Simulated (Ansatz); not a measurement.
Space group I4/mcm (No. 140). a = 4.983 Å, b = 4.983 Å, c = 4.156 Å, α = 90.00°, β = 90.00°, γ = 90.00°
| atom | site | symmetry | x | y | z |
| --- | --- | --- | --- | --- | --- |
| Fe | 8h | m.2m | 0.6654 | 0.1654 | 0.0000 |
| B | 4a | 422 | 0.0000 | 0.0000 | 0.7500 |

Equation of state of this Fe2B structure (not necessarily the ground state), with shape and atoms relaxed at each volume where symmetry leaves them free. It has no gap at any of these volumes. Computed with DFT PBEsol, scalar-relativistic, plane waves, PAW (Ansatz 0.2.0).

Plane waves to 420 eV, a k mesh through Γ of 12×12×12 on the computed 6-atom cell and Gaussian smearing (0.10 eV); collinear spin.

```csv
V (Å³/atom),E − E(largest V) (meV/atom),P (GPa)
7.568,63.34,41.94
7.826,8.11,27.84
8.084,-28.75,17.66
8.342,-49.26,7.96
8.600,-55.46,0.02
8.858,-50.05,-6.73
9.116,-34.42,-12.66
9.460,0.00,-19.20
```

Question: Fit a third-order Birch–Murnaghan equation to E(V).

Answer: V0 = 8.60 Å³/atom, B0 = 246 GPa, B0' = 4.1.

Only parallel moments were tried here.